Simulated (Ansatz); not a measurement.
**BaZrS$_{3}$, first-principles data**

BaZrS3:
```xyz
20
Lattice="7.1624 0.0000 0.0000 0.0000 10.0321 0.0000 0.0000 0.0000 7.0302" Properties=species:S:1:pos:R:3 pbc="T T T"
Ba     0.3675     2.5080     0.0801
Ba     6.7950     7.5241     6.9501
Ba     3.2137     7.5241     3.5952
Ba     3.9487     2.5080     3.4350
Zr     0.0000     0.0000     3.5151
Zr     3.5812     0.0000     0.0000
Zr     3.5812     5.0160     0.0000
Zr     0.0000     5.0160     3.5151
S      7.1120     2.5080     3.9721
S      0.0504     7.5241     3.0581
S      3.6316     7.5241     0.4570
S      3.5308     2.5080     6.5732
S      1.5055     9.6898     5.5538
S      5.6570     0.3422     1.4764
S      2.0757     0.3422     2.0387
S      5.0867     9.6898     4.9916
S      5.0867     5.3583     4.9916
S      2.0757     4.6738     2.0387
S      5.6570     4.6738     1.4764
S      1.5055     5.3583     5.5538
```

Space group Pnma (No. 62); conventional cell a = 7.1624 Å, b = 10.0321 Å, c = 7.0302 Å, α = 90.00°, β = 90.00°, γ = 90.00°.

Method: PBE in the plane-wave PAW code Ansatz. The cell and atoms are relaxed at this level. Other levels are named where they apply.

### Cell and energy

- Volume per atom = 25.26 Å³
- Density = 4.27 g/cm³
- Formation energy from the elements (no fitted shifts) = -1.86 eV/atom

### Electronic structure

Band gap: 1.06 eV (direct)
Valence-band maximum: at Γ
Conduction-band minimum: at Γ
Electron effective mass: 0.22, 0.36, 0.41 mₑ (principal values)
Electron effective mass with spin–orbit coupling: 0.22, 0.36, 0.41 mₑ (principal values)
Hole effective mass: 0.20, 0.58, 0.72 mₑ (principal values)
Hole effective mass with spin–orbit coupling: 0.27, 0.40, 0.52 mₑ (principal values)
HSE06 gap on the PBE cell: 1.84 eV
Gap with spin–orbit coupling: 1.01 eV

### Mechanics

Bulk modulus (Birch–Murnaghan fit): 70.1 GPa
Pressure derivative B′: 4.0
Elastic constants (relaxed ions, GPa): C11 = 107, C22 = 132, C33 = 100, C12 = 40.1, C13 = 58.8, C23 = 48.9, C44 = 32.5, C55 = 42.3, C66 = 35.6
Mechanical stability: stable (all eigenvalues of C positive)
Hill bulk and shear moduli: 70.5 and 33.9 GPa
Young's modulus: 87.6 GPa
Poisson's ratio: 0.29
Debye temperature from the elastic constants: 319 K

### Phonons

- Highest zone-centre frequency (without LO–TO term): 405 cm⁻¹
- Zone-centre stability: no imaginary mode at Γ

### Charges

Bader charges: Ba +1.49, Zr +2.09, S -1.20 to -1.19 e

The PBE relaxation kept the symmetry of its start. No spin polarisation was allowed. The references are the lowest solids computed at this level, not always the standard phases. Scalar-relativistic: spin–orbit coupling is off unless named, which matters more the heavier the elements.

Potentials: the later of the program's two PAW sets.
